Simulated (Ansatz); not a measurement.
## Does relaxation matter for the field gradients of SiC with Sr replacing Si?

Start: a supercell of SiC (space group P6_3mc) built from an entry of the Crystallography Open Database (COD) (the entry's cell lengths or inner coordinates differ somewhat from later room-temperature determinations), with all atoms left at the host's positions.

```cif
data_SrSi23C24
_symmetry_space_group_name_H-M 'P3m1'
_symmetry_Int_Tables_number 156
_cell_length_a 6.1900
_cell_length_b 6.1900
_cell_length_c 15.1700
_cell_angle_alpha 90.000
_cell_angle_beta 90.000
_cell_angle_gamma 120.000
loop_
_atom_site_label
_atom_site_type_symbol
_atom_site_symmetry_multiplicity
_atom_site_Wyckoff_symbol
_atom_site_fract_x
_atom_site_fract_y
_atom_site_fract_z
Si1 Si 3 d 0.8333 0.6667 0.1250
Si3 Si 1 b 0.3333 0.6667 0.1250
Si5 Si 3 d 0.8333 0.6667 0.6250
Si7 Si 1 b 0.3333 0.6667 0.6250
Sr Sr 1 a 0.0000 0.0000 0.2917
Si10 Si 3 d 0.0000 0.5000 0.2917
Si13 Si 3 d 0.1667 0.8333 0.7917
Si16 Si 1 c 0.6667 0.3333 0.7917
Si17 Si 1 a 0.0000 0.0000 0.9583
Si18 Si 3 d 0.0000 0.5000 0.9583
Si21 Si 3 d 0.1667 0.8333 0.4583
Si24 Si 1 c 0.6667 0.3333 0.4583
C25 C 3 d 0.8333 0.6667 0.0000
C27 C 1 b 0.3333 0.6667 0.0000
C29 C 3 d 0.8333 0.6667 0.5000
C31 C 1 b 0.3333 0.6667 0.5000
C33 C 1 a 0.0000 0.0000 0.1667
C34 C 3 d 0.0000 0.5000 0.1667
C37 C 3 d 0.1667 0.8333 0.6667
C40 C 1 c 0.6667 0.3333 0.6667
C41 C 1 a 0.0000 0.0000 0.8333
C42 C 3 d 0.0000 0.5000 0.8333
C45 C 3 d 0.1667 0.8333 0.3333
C48 C 1 c 0.6667 0.3333 0.3333
```

One atom of each set is listed.

All values are calculated (Ansatz; DFT, PBE, plane waves and PAW, scalar-relativistic, 420 eV cutoff, Γ-centred 4×4×2 k-points, Fermi–Dirac smearing 0.01 eV, cell charge -2), not measured.

The largest force at the start is 11 eV/Å. Relaxing the ions at fixed cell moves them by 0.800 Å at most (atom 33, C) and 0.160 Å rms.

```csv
site,moved (Å),first shell before,first shell after,V_zz before (10²¹ V/m²),η before
Si1,0.132,4 C at 1.90 Å,4 C at 1.85–1.92 Å,-0.67,0.41
Sr,0.343,4 C at 1.90 Å,4 C at 2.26–2.35 Å,-8.14,0.00
Si10,0.124,4 C at 1.90 Å,4 C at 1.82–1.99 Å,0.93,0.66
Si13,0.040,4 C at 1.90 Å,4 C at 1.87–1.89 Å,-0.054,0.04
Si16,0.001,4 C at 1.90 Å,4 C at 1.87–1.89 Å,0.029,0.00
Si21,0.058,4 C at 1.90 Å,4 C at 1.79–1.91 Å,0.69,0.99
C25,0.139,4 Si at 1.90 Å,4 Si at 1.84–1.90 Å,-0.20,0.34
C33,0.800,"3 Si at 1.90 Å, 1 Sr at 1.90 Å",4 Si at 1.85–2.11 Å; also 1 Sr at 2.35 Å,-0.94,0.00
C34,0.021,4 Si at 1.90 Å,4 Si at 1.90–1.99 Å,0.073,0.96
C42,0.039,4 Si at 1.90 Å,4 Si at 1.86–1.89 Å,-0.12,0.02
C45,0.231,"3 Si at 1.90 Å, 1 Sr at 1.90 Å","3 Si at 1.79–1.82 Å, 1 Sr at 2.26 Å",-0.74,0.48
```

(1) How do the gradients change?

## Answers

(1) 

| site | V_zz after | η after | change of V_zz |
| --- | --- | --- | --- |
| Si1 | 1.18 | 0.56 | – |
| Sr | -13.99 | 0.00 | -5.85 |
| Si10 | 4.39 | 0.23 | +3.46 |
| Si13 | -0.86 | 0.40 | – |
| Si16 | -0.34 | 0.00 | -0.37 |
| Si21 | -2.52 | 0.39 | – |
| C25 | -0.97 | 0.43 | -0.77 |
| C33 | -2.15 | 0.00 | -1.21 |
| C34 | -0.39 | 0.08 | – |
| C42 | -0.50 | 0.27 | -0.38 |
| C45 | -2.66 | 0.06 | -1.92 |

The largest change of V_zz along a kept axis is on Sr, from -8.14 to -13.99. In per cent, |V_zz| changes by +72 on Sr (all sites that start above 2). Where |V_zz| stays above 0.1 and the axes keep their order, η moves most on C45, from 0.48 to 0.06. On Si10, C25, C29 (not all in the table) V_xx and V_yy change places (or their axes turn by over 50°), so the two values of η hide a larger change. V_zz changes sign on Si16 (same axis), C31 (same axis), C40 (same axis) (not all in the table). On Si21, Si1, C34, Si13 the largest principal value lies along another axis in the second run, so the two V_zz can't be compared directly. The table leaves out 13 of the 24 sites, with |V_zz| up to 2.57; their tensors move by 1.85 at most along any direction. The statements above cover all sites. The electronic state changes along with the positions (a gap opens), so the changes aren't those of geometry alone. The host's own positions weren't relaxed first, so part of the change far from the defect can be the host's relaxation.

The defect repeats with the cell of 48 atoms, so it feels its images: sites between two images don't show the values beside a lone defect, and zeros or small values of η there can come from the images' arrangement. C and Si carry a gradient in the pure host already, so the values there aren't the defect's effect alone. A uniform background compensates the cell's charge. Without spin–orbit coupling (the program notes it for Sr) the gradients can shift somewhat, as the gap is small.
Before: The run isn't spin-polarised, and a state with spin may lie lower. The defect cell has no gap above 0.1 eV on its mesh, so the values can hang on the smearing and the k-mesh. The cell keeps the host's lattice, where the PBE pressure is 5 GPa (in a charged cell this depends on the convention for the mean potential). The neighbours have not yet relaxed around the defect (largest force 11 eV/Å), so the values at and beside it are those of a strained start, not of the defect in a real crystal.
After: The relaxation keeps the site symmetry 3m of the start, so the impurity can move only along its axis; a start off the site could end lower. With a gap of 0.3 eV on this mesh, small gradients can still move by 0.1 × 10²¹ V/m² or more as the k-mesh gets denser.
